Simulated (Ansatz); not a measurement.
Simulated powder pattern, Fe Kα, λ = 1.93735 Å (kinematic, ideal powder, no thermal factors, no anomalous dispersion; the 30 strongest lines at most, above 1 %, up to 2θ = 90°):

```csv
2θ (°),I/Imax (%)
28.46,100
40.69,20
50.40,43
58.90,14
66.69,19
74.05,4.7
81.14,22
88.10,2.4
```

The pattern belongs to a structure relaxed with the program Ansatz at the PBEsol level (PAW).

Task: Which of these materials gives this?
A) Mo, bcc (W type)
B) Cr, bcc (W type)
C) W, bcc (W type)
D) Rb, bcc (W type)

Result: D, Rb, bcc (W type)

Task: Give the lattice parameters.

Result: a = 5.573 Å.

Space group Im-3m (bcc (W type)). The cell was relaxed with PBEsol under the symmetry of its start.

Potentials: the earlier of the program's two PAW sets.
